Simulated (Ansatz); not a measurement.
TiGeO:
```cif
data_Ge2O2Ti2
_chemical_formula_sum 'Ti2 Ge2 O2'
_space_group_name_H-M_alt 'P4/nmm :1'
_space_group_IT_number 129
_space_group_name_Hall 'P 4ab 2ab -1ab'
_cell_length_a 3.31559
_cell_length_b 3.31559
_cell_length_c 6.78171
_cell_angle_alpha 90.000
_cell_angle_beta 90.000
_cell_angle_gamma 90.000
loop_
_space_group_symop_operation_xyz
  'x, y, z'
  '-y+1/2, x+1/2, z'
  '-x, -y, z'
  'y+1/2, -x+1/2, z'
  'x+1/2, -y+1/2, -z'
  '-y, -x, -z'
  '-x+1/2, y+1/2, -z'
  'y, x, -z'
  '-x+1/2, -y+1/2, -z'
  'y, -x, -z'
  'x+1/2, y+1/2, -z'
  '-y, x, -z'
  '-x, y, z'
  'y+1/2, x+1/2, z'
  'x, -y, z'
  '-y+1/2, -x+1/2, z'
loop_
_atom_site_label
_atom_site_type_symbol
_atom_site_symmetry_multiplicity
_atom_site_Wyckoff_symbol
_atom_site_fract_x
_atom_site_fract_y
_atom_site_fract_z
_atom_site_occupancy
Ti1 Ti 2 c 0.50000 0.00000 0.32154 1
Ge1 Ge 2 a 0.00000 0.00000 0.00000 1
O1 O 2 c 0.00000 0.50000 0.39276 1
```

Relaxed at zero pressure with DFT-PBEsol in the program Ansatz with PAW potentials.

Task: The volume is raised by 6 % and shape and atoms relax at that volume. What pressure results, and how do the axes share the change?

Result: -7.2 GPa; a 2.2 %, b 2.2 %, c 1.4 %; the energy rises by 18 meV/atom.

Task: Give the new structure.

Result: 
Space group P4/nmm, origin choice 1 (No. 129); a = b = 3.390 Å, c = 6.878 Å, α = β = γ = 90.00°

```
atom  site  symmetry       x       y       z
----  ----  --------  ------  ------  ------
Ti      2c       4mm  0.5000  0.0000  0.3235
Ge      2a      -4m2  0.0000  0.0000  0.0000
O       2c       4mm  0.0000  0.5000  0.3966
```

The phase is kept; no other phase was compared at this pressure.

The start of the workflow was typed in or built on a structure type; neither database checked (COD, Materials Project) lists it. Whether it is the stable phase at ambient conditions was not checked. The PBEsol relaxation kept the symmetry of its start; its stability against distortions is not shown here. The workflow began spin-polarised and lost its moments. The volume moved by -19 % from the start of the relaxation.

Potentials: the earlier of the program's two PAW sets. The files were generated under PBE; for other functionals the program regenerates the frozen cores, and for LDA and PBEsol the local potential too.
